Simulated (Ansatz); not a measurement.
**Ag: strain energy, fitted**

Ag, Fm-3m, a = 4.104 Å. Ansatz: r2SCAN, PAW, 500 eV, Γ-centred 18×18×12 mesh on 2 atoms, Gaussian smearing 0.10 eV; no spin polarisation. Series: biaxial strain in the a-b plane, c and atoms relaxed; x is the strain in per cent. The axes a, b, c are those of the computed cell (2.902, 2.902, 4.104 Å), along [1 1 0], [-1 1 0], [0 0 1] of the cell named above. y is the free energy over the unstrained cell, V0 = 17.285 Å³/atom.

| x (%) | y (meV/atom) |
| --- | --- |
| -4.5 | ? |
| -3.0 | 11.31 |
| -1.5 | 3.15 |
| 0.0 | 0.00 |
| 1.5 | 1.68 |
| 3.0 | 6.87 |
| 4.5 | 12.51 |

Fit y = c2 x² + c3 x³ to the other rows, turn c2 into a modulus, and predict the missing energy.

Least squares on the rows shown. y = 1.0093 x² − 0.086604 x³. In eV per unit strain² c2 is 10.09; M is the biaxial modulus (E = M V0 ε²): 10.09 × 160.2 / (17.285) = 94 GPa. The unstrained cell keeps some stress along the strain, worth a slope of -0.26 meV/atom per %, which the form leaves out. At x = -4.5 the fit asked for gives 28.33 meV/atom. The run gave 26.66 meV/atom, so the fit is 1.67 meV/atom too high, 6.3 % of the span of the series, against an rms of 0.30 meV/atom on the fitted rows. The row lies outside the fitted range. With a term in x⁴ added, a fit to the same known rows predicts 27.71 meV/atom, which recovers part of the miss; the known rows don't hold the rest.